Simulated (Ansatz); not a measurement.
TaN (rock salt)

```xyz
2
Lattice="0.0000 2.1873 2.1873 2.1873 0.0000 2.1873 2.1873 2.1873 0.0000" Properties=species:S:1:pos:R:3 pbc="T T T"
N      0.0000     0.0000     0.0000
Ta     2.1873     2.1873     2.1873
```

The relaxed cell is deformed in two ways at once: its volume V is scaled, and at that volume it is stretched along z (the c axis of the conventional cell) so that c/a changes. Fractional atomic positions are held.

Computed with PBEsol (plane waves to 420 eV, PAW, scalar-relativistic; Ansatz, a quantum-chemistry and plane-wave program). k mesh 18×18×18 (Γ-centred), Fermi-Dirac smearing 0.05 eV. E stands for the smeared free energy. Compression counts positive. With partly filled bands, the response to shear is sensitive to the k mesh, so small differences along c/a are uncertain. Spin-orbit coupling is left out, though Ta is heavy. TaN is run without spin polarisation. TaN was relaxed with its symmetry unable to fall. The PAW data are Ansatz's earlier set. This is a high-temperature form of TaN. ΔE is measured from the relaxed starting cell.

ΔE (eV/atom), with V/V₀ across and (c/a)/(c/a)₀ down:

```csv
(c/a)/(c/a)₀ \ V/V₀,0.920,0.947,0.973,1.000,1.027,1.053,1.080
0.880,0.430,0.348,0.290,0.254,0.235,0.233,0.244
0.920,0.229,0.166,0.125,0.105,0.102,0.114,0.139
0.960,0.119,0.066,0.036,0.024,0.030,0.050,0.082
1.000,0.087,0.037,0.009,0.000,0.008,0.030,0.065
1.040,0.115,0.062,0.031,0.020,0.026,0.046,0.078
1.080,0.185,0.124,0.086,0.068,0.067,0.081,0.108
1.120,0.283,0.210,0.161,0.132,0.122,0.127,0.146
```

σzz (GPa), with V/V₀ across and (c/a)/(c/a)₀ down:

```csv
(c/a)/(c/a)₀ \ V/V₀,0.920,0.947,0.973,1.000,1.027,1.053,1.080
0.880,148.2,122.3,99.4,79.2,61.3,45.5,31.5
0.920,101.6,80.4,61.9,45.7,31.4,18.8,7.7
0.960,65.1,48.1,33.2,20.3,9.0,-0.9,-9.5
1.000,35.8,22.1,10.3,0.0,-8.9,-16.5,-23.2
1.040,14.6,3.8,-5.4,-13.3,-20.0,-25.8,-30.7
1.080,3.7,-4.9,-12.1,-18.3,-23.5,-27.9,-31.7
1.120,-1.4,-8.6,-14.6,-19.7,-23.9,-27.5,-30.6
```

Read from the data:

- Lowest place on the grid: V/V₀ = 1.000, (c/a)/(c/a)₀ = 1.000 (0 meV/atom)
- Highest place on the grid: V/V₀ = 0.920, (c/a)/(c/a)₀ = 0.880 (430 meV/atom)

(A scan under strain: stresses follow from slopes of the energy per volume, elastic moduli from its curvatures.)
